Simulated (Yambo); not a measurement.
G0W0@PBEsol for CsPbCl3 (space group R32, No. 155) in Yambo. Reference settings: 2×2×2 Γ-centred k mesh, 654 bands and a 8 Ry block in the screening, 654 bands in G with the Bruneval-Gonze terminator, plasmon pole fitted at 27.2 eV. The PBEsol gap Z → Z on this mesh is 0.83 eV; G0W0 gaps are taken between the same points.

```tsv
change from the reference	G0W0 gap Z → Z (eV)	shift of the valence edge (eV)
reference settings	2.11	-1.03
226 bands in G	2.11	-0.98
pole fitted at 55 eV	2.18	-1.14
410 bands in G	2.11	-1.02
410 bands in W, 410 bands in G	2.11	-0.95
7 Ry block	2.08	-1.00
no terminator	2.06	-0.92
2 Ry block	?	-0.53
```

### Question
Estimate the withheld gaps from the other rows; the computed values follow.

### Answer

- 2 Ry block, G0W0 gap Z → Z (eV): 1.66

The reference isn't shown to be the converged limit.

The standard potential for Pb keeps a d shell in the valence without the s and p states of that shell. In tests on such compounds this moved G0W0 gaps by up to about 0.9 eV, so absolute quasiparticle energies here are unreliable; differences between settings are what counts.

Spin-orbit coupling is included.

Geometry of the Materials Project entry, not relaxed at this level; primitive cell a = b = c = 5.677 Å, α = β = γ = 89.68°.

The structure is a Materials Project entry; no match was found in the copy of COD used, and its stability was not checked.

A shift is the quasiparticle energy of the state minus its PBEsol energy.
